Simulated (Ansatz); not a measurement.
Level: LDA, no spin polarisation; 420 eV; 7×7×8 Γ-centred mesh; gaussian occupations (width 0.0691 eV); Ansatz 0.2.0, fixed geometry.

Computed maps in the lattice plane spanned by a (left to right, 5.72 Å, 17 points from zero) and b (bottom to top, 5.72 Å, 17 points from zero), 60° apart, at height 0.000 along c. The fields are smooth PAW ones with compensation charges, not the true ones near nuclei.

Valence density. Digits on a logarithmic scale: 0 up to 0.03 e/Å³, each further digit a factor of 1.6, 9 from 1.3 e/Å³ up:
```
99986579999975689
99986557999975568
78876555688865556
66666555566665555
65555677665556677
97555799986556899
99755799999656899
99965699999866899
99986689999965699
99986569999975579
99986556899975557
67766555667765555
65555666655556666
76555688865556788
98655799997556899
99865799999756899
99976699999966799
```

ELF. Ten even steps from '0' (0.07) to '9' (0.71):
```
00254327868723452
32354422699622445
55554432245422344
44444322332233223
23443222232223222
52232257642222467
97222279895222598
38623268369433496
36943349638623268
98952225989722227
57642222467522322
22223222322223443
43223322332234444
54432245422344555
35442269962244532
02543278687234520
90354259339524530
```

Task: The cell is BiRu. Which atoms lie within 0.2 Å of this plane, and where (fractions of a and b)?

Result: Ru at (0.50, 0.50), Ru at (0.50, 0.00), Ru at (0.00, 0.50), Bi at (0.00, 0.00). The whole cell:
```xyz
6
Lattice="2.8594 4.9526 0.0000 -2.8594 4.9526 0.0000 0.0000 0.0000 4.4598" Properties=species:S:1:pos:R:3 pbc="T T T"
Ru    0.0000    4.9526    0.0000
Ru    1.4297    2.4763    0.0000
Ru   -1.4297    2.4763    0.0000
Bi   -0.0003    3.3019    2.2299
Bi   -0.0003    6.6033    2.2299
Bi    0.0000    0.0000    0.0000
```

Origin: a known structure type with other elements, at an estimated volume, so it need not be a known compound. Caveats: many states at the Fermi level without spin polarisation, so a magnetic state may lie lower.
